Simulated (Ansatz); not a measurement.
A relaxed cell of Ga₃As is given with its symmetry left out. The cell was found from a structure generator's guess, not taken from experiment.

All numbers below come from DFT PBE, scalar-relativistic, plane waves, PAW (Ansatz 0.2.0). Cutoff 420 eV, Γ-centred mesh, Gaussian smearing, no spin polarisation.

```cif
data_structure
_symmetry_space_group_name_H-M 'P 1'
_symmetry_Int_Tables_number 1
_cell_length_a 6.7847
_cell_length_b 6.7847
_cell_length_c 6.7847
_cell_angle_alpha 32.821
_cell_angle_beta 32.821
_cell_angle_gamma 32.821
_cell_volume 81.63
loop_
_atom_site_label
_atom_site_type_symbol
_atom_site_fract_x
_atom_site_fract_y
_atom_site_fract_z
_atom_site_occupancy
Ga1 Ga 0.25664 0.25664 0.25664 1
Ga2 Ga 0.74336 0.74336 0.74336 1
Ga3 Ga 0.50000 0.50000 0.50000 1
As1 As 0.00000 0.00000 0.00000 1
```

Energies over the elements count from the elements' standard structures at the same level, with no fitted energy shifts.

(1) Find its symmetry and describe it.

(2) How far does it lie from the elements in energy?

(3) Is it a metal?

## Answers

(1) R-3m (No. 166). Conventional cell: a = 3.834 Å, c = 19.240 Å. Ga on a site of symmetry 3m is surrounded by 3 As at 2.66 Å and 3 Ga at 2.81 Å; Ga on a site of symmetry -3m is surrounded by 6 Ga at 2.81 Å; around As lie 6 Ga at 2.66 Å.

(2) −0.01 eV/atom. The formation energy is too near zero to say whether this cell lies below the elements.

(3) Yes, bands cross the Fermi level on the 12×12×12 mesh.

The last run used a 12×12×12 mesh for its 4-atom cell and Gaussian smearing of 0.10 eV. The k mesh leaves some 4 meV/atom of noise in the energy of each metallic cell. The reference form of As is held partly by dispersion forces, which this level lacks. Symmetry constrained the relaxation, so the result can be a saddle point.
